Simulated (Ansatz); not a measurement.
Cu Kα1 powder pattern (kinematic, no thermal factors).
```
2θ (°)  relative intensity
 11.96                   9
 15.97                   1
 20.00                   2
 22.90                  93
 23.25                   4
 24.06                  53
 24.28                   4
 25.91                 100
 28.05                   4
 30.59                   5
 33.46                  45
 36.59                   2
 39.94                   5
 40.22                  77
 42.11                   3
 43.47                  77
 45.31                   1
 46.78                  13
 47.42                  50
 48.47                  18
 49.27                   1
 51.36                   1
 53.28                  12
 55.00                   3
 55.38                   1
 57.98                   2
 60.71                  28
 63.37                  11
 63.38                   2
 64.75                  15
 65.42                   4
 67.17                   1
 67.78                  17
 68.81                  11
 70.29                   2
 72.91                   2
 73.10                  13
 73.11                   2
 75.36                  29
 77.26                   2
 77.41                   2
 77.78                   1
 78.24                  11
 81.85                  10
 82.00                   2
 84.22                   2
 86.21                   1
 86.89                   8
```

The pattern is computed from a structure relaxed with DFT PBE, scalar-relativistic, plane waves, PAW in Ansatz. No spin polarisation. Its elements are Al, In, Sb.

Task: Give the structure.

Result: Al2InSb3.
Space group P3m1 (No. 156). a = 4.481 Å, b = 4.481 Å, c = 22.174 Å, α = 90.00°, β = 90.00°, γ = 120.00°
| atom | site | symmetry | x | y | z |
| --- | --- | --- | --- | --- | --- |
| Al | 1a | 3m. | 0.0000 | 0.0000 | 0.5001 |
| Al | 1c | 3m. | 0.6667 | 0.3333 | 0.9997 |
| Al | 1c | 3m. | 0.6667 | 0.3333 | 0.3384 |
| Al | 1c | 3m. | 0.6667 | 0.3333 | 0.6614 |
| In | 1a | 3m. | 0.0000 | 0.0000 | 0.1704 |
| In | 1a | 3m. | 0.0000 | 0.0000 | 0.8319 |
| Sb | 1a | 3m. | 0.0000 | 0.0000 | 0.2996 |
| Sb | 1a | 3m. | 0.0000 | 0.0000 | 0.6223 |
| Sb | 1a | 3m. | 0.0000 | 0.0000 | 0.9612 |
| Sb | 1c | 3m. | 0.6667 | 0.3333 | 0.1214 |
| Sb | 1c | 3m. | 0.6667 | 0.3333 | 0.4607 |
| Sb | 1c | 3m. | 0.6667 | 0.3333 | 0.7830 |

A pattern alone doesn't exclude other cells with like lines; this is the one computed.

Another cell of Al2InSb3 relaxed alike, in I-4m2, lies 15 meV/atom lower, so this cell isn't the stable form at this level.

The structure comes from a generated guess; another structure or a mixture of phases may lie lower.
